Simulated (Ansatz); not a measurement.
NiSb (CsCl type, Pm-3m) under volume change, plane-wave PAW r²SCAN (Ansatz code), scaled uniformly.

```json
[
 {"V (Å³/atom)": "15.397", "E − E(relaxed) (meV/atom)": "59.4", "P (GPa)": "13.76"},
 {"V (Å³/atom)": "15.905", "E − E(relaxed) (meV/atom)": "24.6", "P (GPa)": "8.34"},
 {"V (Å³/atom)": "16.412", "E − E(relaxed) (meV/atom)": "5.7", "P (GPa)": "3.74"},
 {"V (Å³/atom)": "16.920", "E − E(relaxed) (meV/atom)": "0.0", "P (GPa)": "0.00"},
 {"V (Å³/atom)": "17.427", "E − E(relaxed) (meV/atom)": "5.0", "P (GPa)": "-3.09"},
 {"V (Å³/atom)": "17.935", "E − E(relaxed) (meV/atom)": "19.1", "P (GPa)": "-5.72"},
 {"V (Å³/atom)": "18.443", "E − E(relaxed) (meV/atom)": "40.9", "P (GPa)": "-7.95"}
]
```

**Question.** What does a third-order Birch–Murnaghan fit give for V₀, B₀ and B′?

**Answer.** V₀ = 16.92 Å³/atom, B₀ = 115 GPa, B′ = 5.1.

A made-up cell: these elements were put on the sites of a structure type; neither database checked (COD, Materials Project) lists it. COD files the formula under space group No. 194. Whether it is the stable phase at ambient conditions was not checked. The r²SCAN relaxation kept the symmetry of its start; its stability against distortions is not shown here. The workflow began spin-polarised and lost its moments. The cell computed holds one magnetic atom, so no antiferromagnetic order was within reach. Spin–orbit coupling is left out wherever it is not named.

Potentials: the earlier of the program's two PAW sets. The files were generated under PBE; for other functionals the program regenerates the frozen cores, and for LDA and PBEsol the local potential too.
